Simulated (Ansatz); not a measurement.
# Bands of ScSi₂

```yaml
crystal:
  lattice:
    - [3.66000, 0.00000, 0.00000]
    - [-1.83000, 3.16965, 0.00000]
    - [0.00000, 0.00000, 3.87000]
  atoms:
    - { symbol: Sc, position: [0.00000, 0.00000, 0.00000] }
    - { symbol: Si, position: [0.33333, 0.66667, 0.50000] }
    - { symbol: Si, position: [0.66667, 0.33333, 0.50000] }
```

Atoms are numbered in the order listed.

The cell comes from COD entry 1538810, which wasn't checked; take it as a given geometry.

Spin polarisation is left out, and whether a magnetic state lies lower isn't shown here.

Method: DFT, PBE, all-electron LAPW, scalar-relativistic (Ansatz 0.2.0).

The runs use a Γ-centred 13×13×11 k mesh, Fermi–Dirac smearing of 0.05 eV, basis error target 1 meV/atom, no spin polarisation.

Points in fractions of the reciprocal vectors of this cell: Γ (0, 0, 0), M (0.5, 0, 0), K (0.333, 0.333, 0), A (0, 0, 0.5), L (0.5, 0, 0.5), H (0.333, 0.333, 0.5). The path joins them by straight lines in the order Γ–M–K–Γ–A–L–H–A–L; legs that retrace an earlier one aren't tabulated. Energies are in eV from the Fermi level.

Question: Metal or insulator at this level of theory?

Answer: No gap opens: metallic or semimetallic.

Question: Tabulate bands 18 to 23, counted from the lowest band of the run, along the path.

Answer: 
```csv
k (1/Å),point,band 18,band 19,band 20,band 21,band 22,band 23
0.00,Γ,-3.45,-3.45,-2.07,1.09,1.09,1.18
0.14,,-3.55,-3.52,-2.03,0.84,1.16,1.60
0.28,,-3.70,-3.52,-1.98,0.41,1.34,1.46
0.42,,-3.94,-3.47,-2.02,0.25,1.27,1.60
0.57,,-4.16,-3.40,-2.23,0.52,1.08,1.30
0.71,,-4.35,-3.32,-2.48,0.92,0.92,1.13
0.85,,-4.46,-3.24,-2.67,0.61,0.82,1.93
0.99,M,-4.50,-3.21,-2.74,0.49,0.78,2.27
1.07,,-4.77,-3.19,-2.47,0.11,1.19,2.20
1.15,,-5.31,-3.13,-1.92,-0.35,1.74,1.89
1.24,,-5.92,-3.02,-1.31,-0.79,1.60,2.26
1.32,,-6.49,-2.88,-1.20,-0.70,1.34,2.08
1.40,,-6.97,-2.69,-1.57,-0.12,1.12,1.81
1.48,,-7.30,-2.47,-1.91,0.40,0.93,1.51
1.56,K,-7.40,-2.21,-2.21,0.77,0.77,1.30
1.73,,-7.08,-2.70,-1.57,0.27,0.57,1.99
1.89,,-6.39,-3.05,-0.83,-0.44,0.50,2.69
2.05,,-5.54,-3.29,-1.07,-0.02,0.55,1.86
2.22,,-4.67,-3.43,-1.55,0.69,0.74,1.09
2.38,,-3.95,-3.51,-1.87,0.74,0.87,1.30
2.54,,-3.55,-3.55,-2.02,0.87,1.04,1.57
2.71,Γ,-3.45,-3.45,-2.07,1.09,1.09,1.18
2.82,,-3.42,-3.42,-1.64,0.69,0.69,1.22
2.94,,-3.32,-3.32,-0.91,0.17,0.17,1.35
3.06,,-3.18,-3.18,-0.28,-0.28,-0.17,1.55
3.17,,-3.00,-3.00,-0.63,-0.63,0.51,1.22
3.29,,-2.80,-2.80,-0.89,-0.89,0.77,0.77
3.40,,-2.65,-2.65,-1.05,-1.05,0.45,0.45
3.52,A,-2.58,-2.58,-1.10,-1.10,0.33,0.33
3.66,,-3.18,-2.91,-0.83,-0.68,0.08,0.39
3.80,,-4.29,-3.47,-0.57,-0.50,0.15,0.58
3.94,,-5.49,-3.98,-1.20,-0.45,0.90,1.07
4.09,,-6.10,-4.40,-1.91,-0.39,1.31,1.95
4.23,,-5.49,-4.70,-2.61,-0.36,1.82,2.06
4.37,,-4.88,-4.82,-3.30,-0.33,2.04,2.35
4.51,L,-4.95,-4.30,-3.82,-0.32,2.01,2.67
4.59,,-5.05,-4.29,-3.81,-0.17,1.99,2.68
4.67,,-5.31,-4.25,-3.76,0.25,1.92,2.70
4.76,,-5.65,-4.20,-3.69,0.83,1.75,2.75
4.84,,-5.98,-4.12,-3.63,1.46,1.48,2.63
4.92,,-6.24,-4.02,-3.59,1.18,2.03,2.58
5.00,,-6.40,-3.89,-3.62,0.97,2.43,2.57
5.08,H,-6.45,-3.73,-3.73,0.89,2.58,2.67
5.25,,-6.28,-4.25,-3.34,1.17,2.20,2.49
5.41,,-5.87,-4.98,-2.83,1.60,1.64,2.18
5.57,,-5.73,-5.28,-2.21,0.99,1.47,1.80
5.74,,-5.86,-4.57,-1.49,0.42,0.92,1.04
5.90,,-4.58,-3.79,-0.70,-0.11,0.09,0.66
6.06,,-3.32,-3.02,-0.67,-0.67,0.01,0.41
6.23,A,-2.58,-2.58,-1.10,-1.10,0.33,0.33
```
